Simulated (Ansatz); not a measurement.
FeSi:
```cif
data_Fe4Si4
_chemical_formula_sum 'Fe4 Si4'
_space_group_name_H-M_alt 'P213'
_space_group_IT_number 198
_space_group_name_Hall 'P 2ac 2ab 3'
_cell_length_a 4.44792
_cell_length_b 4.44792
_cell_length_c 4.44792
_cell_angle_alpha 90.000
_cell_angle_beta 90.000
_cell_angle_gamma 90.000
loop_
_atom_site_label
_atom_site_type_symbol
_atom_site_symmetry_multiplicity
_atom_site_Wyckoff_symbol
_atom_site_fract_x
_atom_site_fract_y
_atom_site_fract_z
_atom_site_occupancy
Fe1 Fe 4 a 0.13600 0.13600 0.13600 1
Si1 Si 4 a 0.84071 0.84071 0.84071 1
```

Relaxed with PBE.

Question: Tabulate the valence density and the electron localisation function along the shortest Si–Si contact (2.76 Å), DFT-PBE in the program Ansatz with PAW potentials.

Answer: 

```tsv
distance from Si (Å)	density (e/Å³)	ELF
0.28	0.12	0.23
0.41	0.20	0.20
0.55	0.30	0.28
0.69	0.37	0.43
0.83	0.38	0.53
0.97	0.36	0.56
1.10	0.32	0.53
1.24	0.30	0.48
1.38	0.29	0.47
1.52	0.30	0.48
1.65	0.32	0.52
1.79	0.35	0.56
1.93	0.37	0.53
2.07	0.36	0.42
2.21	0.29	0.28
2.34	0.20	0.20
2.48	0.12	0.24
```

The density is the valence pseudo-density with augmentation charge, so density and ELF within about 1 Å of a nucleus are not all-electron values.

Space group P2_13. Symmetry was held in the PBE relaxation. The workflow began spin-polarised and lost its moments.

Potentials: the later of the program's two PAW sets.
